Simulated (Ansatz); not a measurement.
## Hf: strain and displacement

```xyz
1
Lattice="0.0000 2.2200 2.2200 2.2200 0.0000 2.2200 2.2200 2.2200 0.0000" Properties=species:S:1:pos:R:3 pbc="T T T"
Hf    0.0000    0.0000    0.0000
```

The geometry is COD entry 1534929, unchecked; take it as a test cell.

Spin–orbit coupling is left out, though it moves levels of the heavy atoms by tenths of an eV or more.

Computed with Ansatz 0.2.0, DFT, LDA, all-electron LAPW, scalar-relativistic.

The runs use a Γ-centred 13×13×13 k mesh, Fermi–Dirac smearing of 0.03 eV, basis error target 1 meV/atom, no spin polarisation.

The unchanged cell is at -5.48 GPa.

In a metal, stresses and small energies carry noise from the k mesh.

x, y and z are the Cartesian axes of the cell as listed; fractional coordinates follow a strain, and an engineering shear is twice the off-diagonal strain component.

(1) With this change (equal xy, yz and zx engineering shear strains of -3 %), what becomes of the energy and stress?

(2) With this change (equal xy, yz and zx engineering shear strains of -1 %), what becomes of the energy and stress?

(3) With this change (equal xy, yz and zx engineering shear strains of +2 %), what becomes of the energy and stress?

(4) With this change (equal xy, yz and zx engineering shear strains of -2 %), what becomes of the energy and stress?

(5) With this change (equal xy, yz and zx engineering shear strains of +1 %), what becomes of the energy and stress?

(6) With this change (equal xy, yz and zx engineering shear strains of +3 %), what becomes of the energy and stress?

Results:

(1) Energy change +11 meV/atom; stress change (xx, yy, zz, yz, xz, xy) 0.09, 0.09, 0.09, 1.91, 1.91, 1.91 GPa, compression positive.

(2) Energy change +1 meV/atom; stress change (xx, yy, zz, yz, xz, xy) 0.00, 0.00, 0.00, 0.59, 0.59, 0.59 GPa, compression positive.

(3) Energy change +5 meV/atom; stress change (xx, yy, zz, yz, xz, xy) 0.02, 0.02, 0.02, -1.20, -1.20, -1.20 GPa, compression positive.

(4) Energy change +5 meV/atom; stress change (xx, yy, zz, yz, xz, xy) 0.03, 0.03, 0.03, 1.24, 1.24, 1.24 GPa, compression positive.

(5) Energy change +1 meV/atom; stress change (xx, yy, zz, yz, xz, xy) 0.00, 0.00, 0.00, -0.60, -0.60, -0.60 GPa, compression positive.

(6) Energy change +10 meV/atom; stress change (xx, yy, zz, yz, xz, xy) 0.09, 0.09, 0.09, -1.65, -1.65, -1.65 GPa, compression positive.
